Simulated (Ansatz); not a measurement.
# Ga, omega (AlB2-type): geometry optimisation

These are results of DFT, r2SCAN, plane waves (500 eV) with PAW, scalar-relativistic in Ansatz, not measurements. The PAW files were generated under PBE, with cores re-solved for the functional.

k-point mesh 8×8×11, Fermi-Dirac smearing 0.1 eV, no spin polarisation. Cell and atoms relax.

Starting structure:

```yaml
crystal:
  lattice:
    - [4.8020307411, 0.0, 0.0]
    - [-2.4010153706, 4.1586806116, 0.0]
    - [0.0, 0.0, 2.9436448443]
  atoms:
    - { symbol: Ga, position: [0.0, 0.0, 0.0] }
    - { symbol: Ga, position: [0.3333333333, 0.6666666667, 0.5] }
    - { symbol: Ga, position: [0.6666666667, 0.3333333333, 0.5] }
hamiltonian:
  xc: r2scan
  pseudopotentials:
    kind: paw
    azcp:
      Ga: "pseudopotentials/Ga.paw.azcp"
basis:
  ecutwfc: 500
  fft_grid_basis: typed
kpoints:
  mp_grid: { grid: [8, 8, 11], shift: [0, 0, 0] }
magnetization:
  spin_polarized: false
scf:
  occupations: { method: fermi_dirac, width: 0.1 }
relax:
  max_steps: 60
  f_tol: 0.01
  cell: {}
```

Q: What cell does the relaxation end in?

A: P6/mmm with a = 4.602 Å, c = 2.995 Å (c/a = 0.651); 18.31 Å³ per atom against 19.59 at the start (-6.5 %).

Q: How much energy does the relaxation gain?

A: 19.6 meV per atom.

Path of the relaxation (the plane waves are chosen anew near the end, which can shift the energy a little):

```csv
step,E − E(final) (meV/atom),V (Å³/atom),P (GPa),max force (eV/Å)
0,19.55,19.595,-3.45,0.000
1,2.80,18.206,0.03,0.000
2,2.42,18.215,0.03,0.000
3,-0.29,18.259,0.11,0.000
4,-0.38,18.324,-0.05,0.000
5,-0.38,18.312,0.00,0.000
6,0.00,18.312,-0.03,0.000
```
